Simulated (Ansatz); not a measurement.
Starting cell, CoSn (CoSn type, space group P6/mmm):

```xyz
6
Lattice="5.2940 0.0000 0.0000 -2.6470 4.5847 0.0000 0.0000 0.0000 4.2354" Properties=species:S:1:pos:R:3 pbc="T T T"
Co     2.6470     0.0000     0.0000
Co     1.3235     2.2924     0.0000
Co    -1.3235     2.2924     0.0000
Sn     0.0000     0.0000     0.0000
Sn     0.0000     3.0565     2.1177
Sn     2.6470     1.5282     2.1177
```

In each cell atom 2 (Co, nearest neighbour Sn at 2.612 Å; its periodic images, 4.2 Å or more away, move with it) moves by s·(0.000, 0.000, 1.000) (along Cartesian z), the rest being held.

Calculation: PBE (plane waves to 420 eV, PAW, scalar-relativistic; Ansatz, an electronic-structure program). k mesh 8×8×9 (Γ-centred), Fermi-Dirac smearing 0.05 eV. The energy includes the smearing's −TS. With partly filled bands, energies and forces of such displacements shift with the k mesh and the smearing. CoSn is run without spin polarisation. CoSn was relaxed with its symmetry unable to fall. ΔE is measured from the undisplaced structure. The last digit holds for this mesh only.

```json
[
 {"s (Å)": "-0.260", "ΔE (meV/cell)": "withheld"},
 {"s (Å)": "-0.208", "ΔE (meV/cell)": "147.8"},
 {"s (Å)": "-0.156", "ΔE (meV/cell)": "80.5"},
 {"s (Å)": "-0.104", "ΔE (meV/cell)": "34.9"},
 {"s (Å)": "-0.052", "ΔE (meV/cell)": "8.6"},
 {"s (Å)": "0.000", "ΔE (meV/cell)": "0.0"},
 {"s (Å)": "0.052", "ΔE (meV/cell)": "8.6"},
 {"s (Å)": "0.104", "ΔE (meV/cell)": "34.9"},
 {"s (Å)": "0.156", "ΔE (meV/cell)": "80.5"},
 {"s (Å)": "0.208", "ΔE (meV/cell)": "147.8"},
 {"s (Å)": "0.260", "ΔE (meV/cell)": "withheld"}
]
```

### Question
Fit an even polynomial form (powers 2, 4) to the given rows and predict ΔE at s = 0.260.

### Answer
Least squares on the 9 given rows: ΔE = (3167)·s² + (5775)·s⁴, in meV/cell with s in Å; root-mean-square residual 0.02 meV/cell. At 0.260 the fit gives 240.5 meV/cell; the calculation gives 240.2 meV/cell, so the extrapolation is off by 0.3 (+0.1 %). The quadratic term alone would give 214.1 meV/cell.

(For displaced atoms, the force is minus the slope of the energy, and its curvature is a force constant, which sets phonon frequencies.)
